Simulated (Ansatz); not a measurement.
Space group Immm (No. 71). a = 4.527 Å, b = 5.869 Å, c = 9.083 Å, α = 90.00°, β = 90.00°, γ = 90.00°
```csv
atom,site,symmetry,x,y,z
Sr,4j,mm2,0.0000,0.5000,0.2001
Cd,2a,mmm,0.0000,0.0000,0.0000
Pt,4h,m2m,0.5000,0.7297,0.0000
```

Equation of state of this Sr2CdPt2 structure (not necessarily the ground state), with shape and atoms relaxed at each volume where symmetry leaves them free. It has no gap at any of these volumes. Computed with Ansatz, DFT PBEsol, scalar-relativistic, plane waves, PAW.

Settings: cutoff 420 eV, Γ-centred mesh 10×10×10 on the computed 5-atom cell, Gaussian smearing of 0.10 eV; no spin polarisation.

| V (Å³/atom) | E − E(largest V) (meV/atom) | P (GPa) |
| --- | --- | --- |
| 21.957 | 34.06 | 8.25 |
| 22.681 | 4.27 | 5.03 |
| 23.405 | -12.09 | 2.30 |
| 24.129 | -17.10 | 0.00 |
| 24.852 | -12.54 | -1.93 |
| 25.576 | 0.00 | -3.53 |

Q: Fit a third-order Birch–Murnaghan equation to E(V).

A: V0 = 24.13 Å³/atom, B0 = 70 GPa, B0' = 4.7.

Spin-orbit coupling is left out, which matters for the bands of heavy elements.

Cost: 6 runs of about 24 core-minutes in all, on Arm Neoverse V1 (shared hosts).